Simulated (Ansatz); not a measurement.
Relaxed C (diamond):

```xyz
4
Lattice="0.0000 3.5716 3.5716 1.7858 1.7858 3.5716 1.7858 1.7858 0.0000" Properties=species:S:1:pos:R:3 pbc="T T T"
C      1.7858     5.3574     5.3574
C      1.7858     3.5716     3.5716
C      2.6787     6.2502     6.2502
C      2.6787     4.4645     4.4645
```

The atoms are displaced by Q × the pattern below (from a DFPT mode at X = (0.5, 0.5, 0.0), largest move 1; Q in Å), at fixed cell. It is one choice among 2 degenerate patterns. (q is in reciprocal vectors of the primitive cell; the cell shown is doubled to hold the pattern.)

```json
[
 {"atom": "C1", "x": "-0.383", "y": "-0.924", "z": "0.000"},
 {"atom": "C2", "x": "0.383", "y": "0.924", "z": "0.000"},
 {"atom": "C3", "x": "-0.924", "y": "-0.383", "z": "0.000"},
 {"atom": "C4", "x": "0.924", "y": "0.383", "z": "0.000"}
]
```

Method: PBE (plane waves to 420 eV, PAW, scalar-relativistic; Ansatz, a quantum-chemistry and plane-wave program). k mesh 16×16×16 (Γ-centred), Fermi-Dirac smearing 0.05 eV. E stands for the smeared free energy. C was relaxed with its symmetry unable to fall. ΔE is measured from the undisplaced structure.

**Question.** Predict the ΔE (eV/cell) at Q (Å) = -0.280, -0.187, -0.140, -0.093, 0.093, 0.140, 0.233, 0.280.

**Answer.** 
```csv
Q (Å),ΔE (eV/cell)
-0.280,4.119
-0.187,1.867
-0.140,1.054
-0.093,0.469
0.093,0.469
0.140,1.054
0.233,2.895
0.280,4.119
```

(For displaced atoms, the force is minus the slope of the energy, and its curvature is a force constant, which sets phonon frequencies.)
